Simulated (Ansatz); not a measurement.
KBr:
```yaml
crystal:
  lattice:
    - [0.00000, 3.35276, 3.35276]
    - [3.35276, 0.00000, 3.35276]
    - [3.35276, 3.35276, 0.00000]
  atoms:
    - { symbol: K, position: [0.00000, 0.00000, 0.00000] }
    - { symbol: Br, position: [0.50000, 0.50000, 0.50000] }
```

Relaxed with PBE. Special points in fractions of this cell's reciprocal vectors: Γ (0.000, 0.000, 0.000); X (0.500, 0.000, 0.500); U (0.625, 0.250, 0.625); K (0.375, 0.375, 0.750); L (0.500, 0.500, 0.500); W (0.500, 0.250, 0.750).

Task: List the band energies nearest the valence-band maximum at these points for PBE with spin–orbit coupling (plane waves, PAW; program Ansatz).

Result: In eV from the valence-band maximum; about four levels below and three above (degenerate sets whole), none deeper than 8.9 eV; points with the same levels are listed once.

```json
[
 {"k": "Γ", "below": "0.00 0.00 0.00 0.00", "above": "4.15 4.15 7.43 7.43 7.43 7.43 7.43 7.43"},
 {"k": "X", "below": "-0.50 -0.50 -0.28 -0.28", "above": "5.75 5.75 6.87 6.87"},
 {"k": "U", "below": "-0.65 -0.65 -0.39 -0.39", "above": "6.42 6.42 7.78 7.78"},
 {"k": "L", "below": "-0.56 -0.56 -0.31 -0.31", "above": "6.33 6.33 7.89 7.89"},
 {"k": "W", "below": "-0.58 -0.58 -0.53 -0.53", "above": "7.15 7.15 7.19 7.19"}
]
```

Space group Fm-3m (rock salt). The cell was relaxed with PBE under the symmetry of its start; phonons on a q-mesh show no instability.

Potentials: the later of the program's two PAW sets.
